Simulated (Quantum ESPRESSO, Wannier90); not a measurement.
**HfN (rock salt), plane waves to Wannier functions**

```xyz
2
Lattice="0.0000 2.2559 2.2559 2.2559 0.0000 2.2559 2.2559 2.2559 0.0000" Properties=species:S:1:pos:R:3 pbc="T T T"
Hf     0.0000     0.0000     0.0000
N      2.2559     2.2559     2.2559
```

Cell from Materials Project (mp-2828), symmetrised, no further relaxation. COD (Crystallography Open Database) has an entry of this formula and space group (matched by these alone). Computed values, not measurements, from PBEsol: Quantum ESPRESSO (norm-conserving PseudoDojo potentials, cutoff 68 Ry, no spin polarisation, no spin-orbit coupling) on a Γ-centred 12×12×12 mesh, then Wannier90. Density: 12×12×12 mesh, cold smearing 0.01 Ry. Spin-orbit coupling is left out although heavy elements are present.

A tight-binding model is made by disentanglement and projection with no localisation steps (num_iter = 0), so the 8 orbitals stay atom-like: hydrogen-like Hf: d; N: p, axes along x, y, z; frozen window up to 1.50 eV relative to the Fermi level. It follows pw.x to 3.3 meV rms for states up to 1.0 eV relative to the Fermi level. Matrix elements depend on this choice of orbitals and windows.

The 30 largest hoppings ⟨m,0|H|n,R⟩ between different sites (one of each Hermitian pair; signs follow the real orbitals' lobes; the list may end inside a set of equal values):

| m | n | R | distance of the centres (Å) | t (eV) |
|---|---|---|---|---|
| N2 pz | Hf1 dz2 | 0 0 1 | 2.26 | 2.562 |
| N2 pz | Hf1 dz2 | 1 1 0 | 2.26 | -2.562 |
| N2 px | Hf1 dx2-y2 | 0 1 1 | 2.26 | -2.219 |
| N2 px | Hf1 dx2-y2 | 1 0 0 | 2.26 | 2.219 |
| N2 py | Hf1 dx2-y2 | 0 1 0 | 2.26 | -2.219 |
| N2 py | Hf1 dx2-y2 | 1 0 1 | 2.26 | 2.219 |
| N2 px | Hf1 dz2 | 1 0 0 | 2.26 | -1.281 |
| N2 px | Hf1 dz2 | 0 1 1 | 2.26 | 1.281 |
| N2 py | Hf1 dz2 | 1 0 1 | 2.26 | 1.281 |
| N2 py | Hf1 dz2 | 0 1 0 | 2.26 | -1.281 |
| N2 px | Hf1 dxz | 0 0 1 | 2.26 | -1.232 |
| N2 py | Hf1 dxy | 1 0 0 | 2.26 | -1.232 |
| N2 py | Hf1 dyz | 1 1 0 | 2.26 | 1.232 |
| N2 pz | Hf1 dyz | 0 1 0 | 2.26 | -1.232 |
| N2 pz | Hf1 dxz | 0 1 1 | 2.26 | 1.232 |
| N2 py | Hf1 dxy | 0 1 1 | 2.26 | 1.232 |
| N2 pz | Hf1 dxz | 1 0 0 | 2.26 | -1.232 |
| N2 pz | Hf1 dyz | 1 0 1 | 2.26 | 1.231 |
| N2 px | Hf1 dxy | 1 0 1 | 2.26 | 1.231 |
| N2 px | Hf1 dxy | 0 1 0 | 2.26 | -1.231 |
| N2 py | Hf1 dyz | 0 0 1 | 2.26 | -1.231 |
| N2 px | Hf1 dxz | 1 1 0 | 2.26 | 1.231 |
| Hf1 dxy | Hf1 dxy | 0 0 1 | 3.19 | -1.026 |
| Hf1 dyz | Hf1 dyz | 0 1 -1 | 3.19 | -1.026 |
| Hf1 dxz | Hf1 dxz | 0 1 0 | 3.19 | -1.026 |
| Hf1 dxz | Hf1 dxz | 1 0 -1 | 3.19 | -1.026 |
| Hf1 dyz | Hf1 dyz | 1 0 0 | 3.19 | -1.026 |
| Hf1 dxy | Hf1 dxy | 1 -1 0 | 3.19 | -1.026 |
| N2 px | N2 py | 0 0 1 | 3.19 | 0.390 |
| N2 py | N2 px | 1 -1 0 | 3.19 | -0.390 |
